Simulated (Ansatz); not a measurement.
Problem. Each is relaxed and computed with plane-wave PAW PBEsol (Ansatz code). Which is the only metal?
(A) OsC, rock salt
(B) B4C, R-3m (B on 18h, B on 18h, C on 6c, C on 3b)
(C) MgO, rock salt
(D) BeS, rock salt

Solution. A, OsC, rock salt. OsC: metal; MgO: gap 4.62 eV (direct); BeS: gap 0.94 eV (indirect); B4C: gap 1.46 eV (indirect). Constructed cells (a structure type filled with these elements, in neither database checked): BeS, rock salt. Typed or built starts, not in the databases checked: OsC, rock salt. Standing as an ambient phase not checked: B4C, R-3m (B on 18h, B on 18h, C on 6c, C on 3b). Unstable at this level: OsC, rock salt; BeS, rock salt. All cells were relaxed under the symmetry of their starts (and spin orders); stability against distortions was not tested throughout. Rows with no word on spin ran without spin polarisation. Spin–orbit coupling is left out wherever it is not named.

Potentials: the later of the program's two PAW sets.
